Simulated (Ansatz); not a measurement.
PtTeSe3 placed in the structure of KZnF3 (space group No. 221) was put through Ansatz (plane waves). The starting cell was estimated from covalent radii.

The cell given to it:
```
CELL_PARAMETERS angstrom
5.17089 0.00000 0.00000
0.00000 5.17089 0.00000
0.00000 0.00000 5.17089
ATOMIC_POSITIONS crystal
Te 0.00000 0.00000 0.00000
Pt 0.50000 0.50000 0.50000
Se 0.00000 0.50000 0.50000
Se 0.50000 0.00000 0.50000
Se 0.50000 0.50000 0.00000
```

The log, with set-up remarks and timings taken out:
```
Pseudopotential: Te, paw, valence charge 16, recommended cutoff 420 eV (normal)
Pseudopotential: Pt, paw, valence charge 18, recommended cutoff 420 eV (normal)
Pseudopotential: Se, paw, valence charge 16, recommended cutoff 420 eV (normal)
Functional definition: PBEsol
Crystal: 5 atoms, lattice volume = 138.259 Å³
Basis set: ecut = 420 eV, 2721 PW (Γ)
Bands: 50, of which v1, the nominal top of the filled ones, is band 41 counted from 1 (40 counted from 0)
Symmetry: 48 space group operations
Space group: Pm-3m (ITA 221)
k-points: 10 of 64
preconditioner: auto → LDOS  [σ=0.030 eV  ℏωp=18.4 eV  β→1.0]
relax step 1: F+E_penalty+E_count = -35555.64596777 eV  P = -10.104 GPa  Ω = 138.259 Å³
relax step 2: F+E_penalty+E_count = -35556.45358463 eV  P = -1.952 GPa  Ω = 119.009 Å³
relax step 3: F+E_penalty+E_count = -35556.47053124 eV  P = +0.631 GPa  Ω = 115.174 Å³
relax step 4: F+E_penalty+E_count = -35556.47213261 eV  P = -0.016 GPa  Ω = 116.088 Å³
relax step 5: F+E_penalty+E_count = -35556.46895555 eV  P = -0.018 GPa  Ω = 116.088 Å³  (SCF on a basis re-selected at this cell)
Free energy (F): -35556.468956 eV
Internal energy: -35556.451993 eV  (E = F + TS)
E sigma→0 (E₀):  -35556.460474 eV
Entropy (-TS):   -0.016962 eV (-3.392 meV/atom)
Fermi energy:    10.575432 eV
--- Forces (eV/Å), atoms counted from 1 ---
  atom   1  Te      0.00000      0.00000      0.00000
  atom   2  Pt      0.00000      0.00000      0.00000
  atom   3  Se      0.00000      0.00000      0.00000
  atom   4  Se      0.00000      0.00000      0.00000
  atom   5  Se      0.00000      0.00000      0.00000
--- Stress (GPa, compression-positive) ---
       -0.018184       0.000000       0.000000
        0.000000      -0.018184       0.000000
        0.000000       0.000000      -0.018184
  P = ⅓ Tr σ = -0.0182 GPa (-0.182 kbar)
--- Relaxed structure (4 steps of the walk, 4 accepted, 1 SCFs on fresh bases) ---
  F+E_penalty+E_count = -35556.46895555 eV
  cell:  # Å, volume = 116.0878 Å³
    - [4.878229, 0.000000, 0.000000]
    - [0.000000, 4.878229, 0.000000]
    - [0.000000, 0.000000, 4.878229]
  atoms:
    - { symbol: Te, position: [0.000000, 0.000000, 0.000000] }
    - { symbol: Pt, position: [0.500000, 0.500000, 0.500000] }
    - { symbol: Se, position: [0.000000, 0.500000, 0.500000] }
    - { symbol: Se, position: [0.500000, 0.000000, 0.500000] }
    - { symbol: Se, position: [0.500000, 0.500000, 0.000000] }
```

Question: Which of these blocks stood in the input: relax, gw, phonons, dielectric, magnetization (spin_orbit)?

Answer: relax. The relax steps with a changing cell volume need the relax block with cell.

Question: Which k mesh was typed?

Answer: 4×4×4, Γ-centred.

Question: How were the bands filled?

Answer: With smearing of width σ = 0.03 eV (Fermi-Dirac in this run).

Command: `ansatz run input.yaml --threads 2 --pin off --max-ram 2211MiB --backend cpu --events-out ev --progress --plain --runs-dir out`. It took 10 s on 2 threads of Arm Neoverse V1, with other jobs on the host; peak host memory 0.46 GiB.

The cell comes from a prototype generator: it can be a known phase or a hypothetical one. Spin polarisation is off.
